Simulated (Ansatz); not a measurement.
# SiC2N4: ab initio molecular dynamics

Computed with DFT PBEsol, scalar-relativistic, plane waves, PAW (Ansatz). The runs took a 420 eV cutoff, a shifted (0.5, 0.5, 0.5 steps) 2×2×2 mesh and Fermi–Dirac smearing (0.026 eV). The mesh is coarse. No spin polarisation.

28 atoms, starting at 1.03 times the perfect crystal's volume (space group Pn-3m); Langevin thermostat at 300 K (friction 0.02 fs⁻¹), fixed cell; 121 steps of 2 fs. The run is short and not equilibrated.

First frame:

```
CELL_PARAMETERS angstrom
-6.73436 6.73436 0.00000
0.00000 6.73436 -6.73436
-6.73436 0.00000 -6.73436
ATOMIC_POSITIONS crystal
Si 0.96791 0.08839 0.00154
Si 0.61591 0.48036 0.38323
Si 0.73391 0.83915 0.72259
Si 0.40604 0.21471 0.13076
C 0.89578 0.91893 0.34513
C 0.50879 0.34516 0.78432
C 0.33696 0.96735 0.85411
C 0.98020 0.32874 0.28764
C 0.85034 0.46503 0.85330
C 0.46706 0.85012 0.27818
C 0.87689 0.96528 0.83050
C 0.47944 0.35734 0.27539
N 0.93519 0.94944 0.19619
N 0.54791 0.40747 0.63478
N 0.50499 0.91915 0.78882
N 0.13142 0.30208 0.20341
N 0.89600 0.30683 0.91349
N 0.53960 0.69864 0.29921
N 0.80106 0.91483 0.79987
N 0.44009 0.29441 0.22084
N 0.18632 0.99404 0.92991
N 0.81819 0.35310 0.36965
N 0.82396 0.87750 0.49354
N 0.46413 0.26350 0.93114
N 0.94613 0.99428 0.88297
N 0.51604 0.40760 0.34586
N 0.79744 0.61905 0.79381
N 0.45722 0.99023 0.22524
```

* Mean temperature over the second half: 326 K
* Mean pressure over the second half (kinetic part included): -3.8 GPa
* Mean potential energy above the perfect crystal (relaxed, at volume ratio 1; besides heat the difference comes from the volume, 3 % larger; its own run had another smearing, without effect beside its gap): 44 meV/atom
* Mean-square drift of C from first to last step (mean shift of all atoms removed): 0.07 Å²
* Mean-square drift of N from first to last step (mean shift of all atoms removed): 0.13 Å²
* Mean-square drift of Si from first to last step (mean shift of all atoms removed): 0.11 Å²

Pair distribution functions g(r), second half of the run, up to half the cell's height:

```tsv
r (Å)	C-C	C-N	C-Si	N-N
1.05	0.0	0.0	0.0	0.0
1.15	0.0	6.1	0.0	0.0
1.25	0.0	33.7	0.0	0.0
1.35	0.0	0.0	0.0	0.0
1.45	0.0	0.0	0.0	0.0
1.55	0.0	0.0	0.0	0.0
1.65	0.0	0.0	0.0	0.0
1.75	0.0	0.0	0.0	0.0
1.85	0.0	0.0	0.0	0.0
1.95	0.0	0.0	0.0	0.0
2.05	0.0	0.0	0.0	0.0
2.15	0.0	0.0	0.0	0.0
2.25	0.0	0.0	0.0	0.0
2.35	0.0	0.0	0.0	0.4
2.45	0.0	0.0	0.0	4.7
2.55	0.0	0.0	0.0	0.0
2.65	0.0	0.0	0.0	1.3
2.75	0.0	0.0	0.0	4.7
2.85	0.0	0.0	9.2	4.8
2.95	0.0	0.0	18.8	0.9
3.05	0.0	0.0	0.5	0.0
3.15	0.0	0.0	0.0	0.0
3.25	0.0	0.0	0.0	0.0
3.35	0.2	0.1	0.0	0.0
3.45	0.1	0.2	0.0	0.0
3.55	1.3	0.2	0.0	0.2
3.65	0.5	1.0	0.0	0.2
3.75	0.5	4.2	0.0	0.4
```

Along the run (potential energy from its first value; pressure with the kinetic part):

| t (fs) | T (K) | ΔE_pot (meV/atom) | P (GPa) |
| --- | --- | --- | --- |
| 0.0 | 289 | 0.0 | -1.4 |
| 8.0 | 662 | -55.1 | -3.9 |
| 16.0 | 956 | -124.1 | -3.2 |
| 24.0 | 767 | -123.7 | -3.3 |
| 32.0 | 626 | -117.2 | -3.7 |
| 40.0 | 649 | -140.5 | -3.5 |
| 48.0 | 485 | -132.6 | -4.2 |
| 56.0 | 410 | -124.9 | -3.5 |
| 64.0 | 475 | -131.3 | -3.6 |
| 72.0 | 425 | -138.1 | -4.4 |
| 80.0 | 498 | -147.1 | -3.4 |
| 88.0 | 447 | -153.4 | -3.9 |
| 96.0 | 324 | -148.5 | -4.4 |
| 104.0 | 357 | -153.2 | -2.9 |
| 112.0 | 413 | -157.9 | -4.0 |
| 120.0 | 384 | -159.9 | -3.5 |
| 128.0 | 403 | -162.8 | -2.6 |
| 136.0 | 470 | -169.8 | -3.7 |
| 144.0 | 377 | -165.6 | -3.2 |
| 152.0 | 326 | -160.8 | -3.5 |
| 160.0 | 306 | -165.6 | -3.9 |
| 168.0 | 264 | -158.6 | -3.5 |
| 176.0 | 239 | -157.7 | -4.4 |
| 184.0 | 311 | -158.9 | -3.7 |
| 192.0 | 341 | -156.8 | -4.2 |
| 200.0 | 318 | -154.6 | -4.5 |
| 208.0 | 336 | -159.5 | -3.9 |
| 216.0 | 284 | -159.6 | -4.6 |
| 224.0 | 335 | -162.1 | -3.6 |
| 232.0 | 315 | -159.7 | -3.6 |
| 240.0 | 277 | -157.0 | -4.1 |

Cost: 1 run of about 55 core-minutes (earlier runs that led there not counted), on Arm Neoverse V1 (shared hosts).